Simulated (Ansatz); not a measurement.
B:
```
CELL_PARAMETERS angstrom
     -2.31632     2.31632     2.31632
      2.31632    -2.31632     2.31632
      2.31632     2.31632    -2.31632
ATOMIC_POSITIONS crystal
  B  0.00000 0.25000 0.50000
  B  0.25000 0.50000 0.00000
  B  0.50000 0.00000 0.25000
  B  0.25000 0.25000 0.25000
```

Relaxed with PBEsol. Independent-particle spectrum: no excitons, no local fields, no scissors shift; 0.1 eV broadening; ε₁ of the summed bands alone.

### Question
Tabulate the dielectric function from PBEsol in the plane-wave PAW code Ansatz.

### Answer


| E (eV) | ε₁ xx | ε₂ xx |
|---|---|---|
| 0.0 | 8.70 | 0.00 |
| 0.3 | 8.75 | 0.00 |
| 0.6 | 8.90 | 0.00 |
| 0.9 | 9.18 | 0.00 |
| 1.2 | 9.61 | 0.00 |
| 1.5 | 10.27 | 0.00 |
| 1.8 | 11.31 | 0.00 |
| 2.1 | 13.09 | 0.00 |
| 2.4 | 17.14 | 0.01 |
| 2.7 | 27.36 | 14.10 |
| 3.0 | 8.78 | 22.61 |
| 3.3 | 1.42 | 14.03 |
| 3.6 | 0.56 | 10.26 |
| 3.9 | 2.75 | 8.91 |
| 4.2 | 2.05 | 9.02 |
| 4.5 | 3.30 | 9.15 |
| 4.8 | 0.93 | 10.72 |
| 5.1 | -1.21 | 9.81 |
| 5.4 | -2.71 | 8.10 |
| 5.7 | -1.73 | 6.35 |
| 6.0 | -3.81 | 6.25 |
| 6.3 | -2.40 | 4.18 |
| 6.6 | -1.98 | 5.15 |
| 6.9 | -3.28 | 3.47 |
| 7.2 | -2.81 | 2.47 |
| 7.5 | -2.19 | 1.78 |
| 7.8 | -1.85 | 1.45 |
| 8.1 | -1.26 | 1.00 |
| 8.4 | -0.77 | 0.85 |
| 8.7 | -0.37 | 0.66 |
| 9.0 | 0.46 | 0.58 |
| 9.3 | 0.56 | 1.65 |
| 9.6 | 0.36 | 1.78 |
| 9.9 | 0.04 | 1.43 |
| 10.2 | 0.25 | 1.42 |
| 10.5 | 0.40 | 1.09 |
| 10.8 | 0.86 | 1.64 |
| 11.1 | 0.24 | 1.78 |
| 11.4 | 0.37 | 1.50 |
| 11.7 | 0.35 | 1.33 |
| 12.0 | 0.50 | 1.29 |

### Question
From ε at 3.6 eV (xx: 0.56 + 10.26i), find n, k, the normal reflectivity and the absorption coefficient.

### Answer
n = 2.33, k = 2.204, R = 42 %, α = 2kE/ħc = 800000 cm⁻¹.

With all bands, ε∞ without local fields is 8.77. DFPT, with local fields, gives 8.46.

Space group I4_132. The start of the workflow was typed in or built on a structure type; neither database checked (COD, Materials Project) lists it. It is not the phase usual at ambient conditions (space group No. 166). Symmetry was held in the PBEsol relaxation; phonons show weakly imaginary modes.

Potentials: the earlier of the program's two PAW sets. The files were generated under PBE; for other functionals the program regenerates the frozen cores, and for LDA and PBEsol the local potential too.
